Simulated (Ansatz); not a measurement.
# YZn₅, first-principles data

YZn5:
```xyz
6
Lattice="5.2678 0.0000 0.0000 -2.6339 4.5621 0.0000 0.0000 0.0000 4.1313" Properties=species:S:1:pos:R:3 pbc="T T T"
Zn     2.6339     0.0000     2.0656
Zn     1.3170     2.2810     2.0656
Zn    -1.3170     2.2810     2.0656
Zn     0.0000     3.0414     0.0000
Zn     2.6339     1.5207     0.0000
Y      0.0000     0.0000     0.0000
```

Space group P6/mmm (No. 191); conventional cell a = 5.268 Å, b = 5.268 Å, c = 4.131 Å, α = 90.00°, β = 90.00°, γ = 120.00°.

Method: r²SCAN in the plane-wave PAW code Ansatz. Geometry: relaxed at this level of theory. Other levels are named where they apply.

Cell and energy:

```
Item                                                            Result
-----------------------------------------------------  ---------------
Volume per atom                                               16.55 Å³
Density                                                     6.95 g/cm³
Formation energy from the elements (no fitted shifts)  -34 kJ/mol-atom
```

Electronic structure:

```
Item                                                                        Result
------------------------------------  --------------------------------------------
Electronic character                                             metallic (no gap)
Density of states at the Fermi level  0.30 states/eV per atom (mean over ±0.08 eV)
Gap with spin–orbit coupling                                       none (metallic)
```

Mechanics:

```
Quantity                              Result
----------------------------------  --------
Bulk modulus (Birch–Murnaghan fit)  91.1 GPa
Pressure derivative B′                   4.6
```

Charges:

```
Item                                  Value
-------------  ----------------------------
Bader charges  Zn -0.35 to -0.30, Y +1.64 e
```

The workflow started from an entry of the Crystallography Open Database (COD). Whether it is the stable phase at ambient conditions was not checked. Symmetry was held in the r²SCAN relaxation; its stability against distortions is not shown here. The run is not spin-polarised. Axis ratios of metals converge slowly with the k-mesh, so a and c are less sure than the volume. The references are the lowest solids computed at this level, not always the standard phases. Spin–orbit coupling is left out wherever it is not named.

Potentials: the later of the program's two PAW sets.
